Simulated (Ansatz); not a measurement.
**PtPb: frozen-core PAW against all-electron methods**

```
Pt Pb
1.0
     4.25000    0.00000    0.00000
    -2.12500    3.68061    0.00000
     0.00000    0.00000    5.45600
Pt Pb
2 2
Cartesian
  0.0000 2.4537 1.3640
  2.1250 1.2269 4.0920
  0.0000 0.0000 0.0000
  0.0000 0.0000 2.7280
```

Atom numbers follow the list: Pt1, Pt2, Pb3, Pb4.

Conventional cell: a = 4.250 Å, b = 4.250 Å, c = 5.456 Å, α = 90.00°, β = 90.00°, γ = 120.00°. Around Pt (atom 1) lie 6 Pb at 2.81 Å. Pb (atom 3) is surrounded by 2 Pb at 2.73 Å and 6 Pt at 2.81 Å.

The geometry is COD entry 1522617, unchecked; take it as a test cell. It is an old determination, and later ones may differ.

No spin–orbit coupling, which matters for the heavy atoms here.

All numbers are computed: DFT, LDA, PAW with Ansatz's default frozen-core files, scalar-relativistic (Ansatz 0.2.0); DFT, LDA, all-electron PAW with datasets made for the crystal, scalar-relativistic (Ansatz 0.2.0); DFT, LDA, all-electron LAPW, scalar-relativistic (Ansatz 0.2.0).

For PAW: a Γ-centred 10×10×7 k mesh, Fermi–Dirac smearing of 0.05 eV, cutoff 420 eV, no spin polarisation; the PAW files were made with PBE, and the program remakes their frozen cores for this functional. The crystal-made all-electron datasets (AE datasets) take a cutoff of 280 eV at this cell. LAPW targets a basis error of 0.5 meV/atom. The Ansatz runs share mesh, smearing and spin set-up. Plane-wave (PAW) pressures include the program's estimate of the Pulay term.

Stress and pressure are positive in compression.

Spin–orbit coupling is left out, which moves gradients at and beside heavy atoms by some per cent and at worst by a factor of two.

In a metal, gradients converge slowly with the k mesh: the values move by tens of per cent from one mesh to another, at times in sign, so only the comparison on one mesh counts.

Levels count from the Fermi level.

```json
{"quantity": "pressure (GPa)", "PAW": "6.54", "AE datasets": "6.54", "LAPW": "6.54"}
{"quantity": "stress xx (GPa)", "PAW": "-2.28", "AE datasets": "-2.26", "LAPW": "-2.26"}
{"quantity": "stress zz (GPa)", "PAW": "24.17", "AE datasets": "24.13", "LAPW": "24.13"}
{"quantity": "highest filled level at M (eV)", "PAW": "-0.180", "AE datasets": "-0.178", "LAPW": "-0.178"}
{"quantity": "lowest empty level at M (eV)", "PAW": "0.761", "AE datasets": "0.759", "LAPW": "0.759"}
{"quantity": "highest filled level at H (eV)", "PAW": "-0.980", "AE datasets": "-0.982", "LAPW": "-0.982"}
{"quantity": "lowest empty level at H (eV)", "PAW": "4.819", "AE datasets": "4.824", "LAPW": "4.824"}
{"quantity": "highest filled level at Γ (eV)", "PAW": "-1.358", "AE datasets": "-1.360", "LAPW": "-1.360"}
{"quantity": "lowest empty level at Γ (eV)", "PAW": "1.940", "AE datasets": "1.943", "LAPW": "1.943"}
{"quantity": "largest principal field gradient Vzz at Pt1 (10²¹ V/m²)", "PAW": "1.44", "AE datasets": "1.48", "LAPW": "–"}
{"quantity": "largest principal field gradient Vzz at Pb3 (10²¹ V/m²)", "PAW": "?", "AE datasets": "?", "LAPW": "–"}
```

Fill in "PAW" for the row "largest principal field gradient Vzz at Pb3 (10²¹ V/m²)".

8.17.

Fill in "AE datasets" for the row "largest principal field gradient Vzz at Pb3 (10²¹ V/m²)".

8.81.
